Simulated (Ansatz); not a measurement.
Consider the following.

CsPbCl3:
```cif
data_Cl3CsPb
_chemical_formula_sum 'Cs1 Pb1 Cl3'
_space_group_name_H-M_alt 'Pm-3m'
_space_group_IT_number 221
_space_group_name_Hall '-P 4 2 3'
_cell_length_a 5.67138
_cell_length_b 5.67138
_cell_length_c 5.67138
_cell_angle_alpha 90.000
_cell_angle_beta 90.000
_cell_angle_gamma 90.000
loop_
_atom_site_label
_atom_site_type_symbol
_atom_site_symmetry_multiplicity
_atom_site_Wyckoff_symbol
_atom_site_fract_x
_atom_site_fract_y
_atom_site_fract_z
_atom_site_occupancy
Cs1 Cs 1 a 0.00000 0.00000 0.00000 1
Pb1 Pb 1 b 0.50000 0.50000 0.50000 1
Cl1 Cl 3 c 0.00000 0.50000 0.50000 1
```

This is the r²SCAN-relaxed structure.

All from the program Ansatz at the r²SCAN level (PAW), unless another level is named. Predict the hole effective mass.

0.21 mₑ (isotropic).

What about the hole effective mass with spin–orbit coupling?

0.18 mₑ (isotropic).

What about the electron effective mass with spin–orbit coupling?

0.19 mₑ (isotropic).

Next, the gap with spin–orbit coupling?

1.17 eV.

Give the weight of the valence-edge state by species (Voronoi cells).

Cl 69 %, Pb 31 %.

Next, the weight of the conduction-edge state by species (Voronoi cells)?

Pb 58 %, Cl 39 %, Cs 3 %.

This is a known high-temperature phase of the composition, computed here at zero pressure and temperature. Symmetry was held in the r²SCAN relaxation; its stability against distortions is not shown here. Scalar-relativistic: spin–orbit coupling is off unless named, which matters more the heavier the elements.

Potentials: the later of the program's two PAW sets.
